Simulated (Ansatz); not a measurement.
Ag:
```xyz
4
Lattice="2.9075 0.0000 0.0000 -1.4537 2.5179 0.0000 0.0000 0.0000 9.4622" Properties=species:S:1:pos:R:3 pbc="T T T"
Ag     0.0000     0.0000     0.0000
Ag     0.0000     0.0000     4.7311
Ag     0.0000     1.6786     2.3656
Ag     1.4537     0.8393     7.0967
```

Relaxed with r²SCAN.

Map the valence electron density (e/Å³), cut off at 7 on the plane through (0.000, 0.000, 0.000) spanned by u = [1, 1, 0] and v = [1, -1, 0] in lattice vectors, from DFT-r²SCAN in the program Ansatz with PAW potentials.

x is the fraction of u, y of v (the angle between them is 90°; rows are the nearest grid lines); atoms in the plane: Ag at (0.00, 0.00), Ag at (0.50, 0.50).
```
|99994100000149999|
|99983100000138999|
|99952000000025999|
|87420000000002478|
|22100000000000122|
|00000000000000000|
|00000000000000000|
|00000001110000000|
|00000124442100000|
|00001379997310000|
|00002799999720000|
|00014999999941000|
|00014999999941000|
|00002799999720000|
|00001379997310000|
|00000124442100000|
|00000001110000000|
|00000000000000000|
|00000000000000000|
|22100000000000122|
|87420000000002478|
|99952000000025999|
|99983100000138999|
|99994100000149999|
```
Scale: ten equal steps from 0.150 (start of '0') to 7.00 (end of '9'), in the order '0123456789'; x runs from 0.000 to 1.00, y from 0.000 (bottom) to 1.00 (top).

The density is the valence pseudo-density with augmentation charge, so density and ELF within about 1 Å of a nucleus are not all-electron values.

Space group P6_3/mmc (dhcp (α-La type)). The first step of the workflow began from a Materials Project structure, measured or hypothetical; the Crystallography Open Database files this formula in space group No. 194, but the cells were not matched. It is not the phase usual at ambient conditions (space group No. 225). Symmetry was held in the r²SCAN relaxation; of distortions, only those at the zone centre were tested. No spin polarisation was allowed.

Potentials: the later of the program's two PAW sets.
